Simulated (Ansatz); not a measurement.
Computed with Ansatz 0.2.0, DFT PBE, scalar-relativistic, plane waves, PAW. All cells share a 420 eV cutoff and Γ-centred k meshes spaced about 0.3 Å⁻¹ or finer (0.25 for metals, 2π included). No spin polarisation in the final relaxations.

Temperature and zero-point effects are left out. All come from trial cells, and lower structures may exist.

Question: Order these relaxed structures of Ti₆Ge by energy, lowest first, with the energy over the lowest of them.
A.

```xyz
7
Lattice="5.3860 0.0000 0.0000 -2.6930 4.6644 0.0000 0.0000 0.0000 4.7407" Properties=species:S:1:pos:R:3 pbc="T T T"
Ti    2.7819    0.0000    2.3704
Ti   -1.3910    2.4092    2.3704
Ti    1.3021    2.2552    2.3704
Ti    1.7430    0.0000    0.0000
Ti   -0.8715    1.5094    0.0000
Ti    1.8215    3.1550    0.0000
Ge    0.0000    0.0000    2.3704
```

B.

```xyz
7
Lattice="0.0000 3.9646 3.9646 3.9646 0.0000 3.9646 3.9646 3.9646 0.0000" Properties=species:S:1:pos:R:3 pbc="T T T"
Ti    0.0000    1.9823    1.9823
Ti    3.9646    1.9823    1.9823
Ti    1.9823    0.0000    1.9823
Ti    1.9823    3.9646    1.9823
Ti    1.9823    1.9823    0.0000
Ti    1.9823    1.9823    3.9646
Ge    0.0000    0.0000    0.0000
```

C.

```xyz
7
Lattice="-3.2398 3.2398 3.0188 3.2398 -3.2398 3.0188 3.2398 3.2398 -3.0188" Properties=species:S:1:pos:R:3 pbc="T T T"
Ti    1.6199    1.6199    1.5094
Ti    1.6199    1.6199   -1.5094
Ti   -1.6199    1.6199    1.5094
Ti    1.6199   -1.6199    1.5094
Ti    0.0000    3.2398    0.0000
Ti    3.2398    0.0000    0.0000
Ge    0.0000    0.0000    0.0000
```

Answer: A (0 meV/atom), B (58 meV/atom), C (83 meV/atom). Forms: A P-62m; B Fm-3m; C I4/mmm. Counting Ti atoms around Ge (those within 1.25 times the shortest such distance or 1.15 times the sum of covalent radii; a plus sign parts nearer from farther groups): A has Ge 12; B has Ge 12; C has Ge 8+4.

A magnetic state wasn't ruled out in cells without spin, among them P-62m. With atoms moved at random, P-62m (by 229 meV/atom) fell into a lower structure. Without a clear test, and held by symmetry: Fm-3m and I4/mmm. Some candidate types were left out of the draw beforehand, so a known form may be missing.
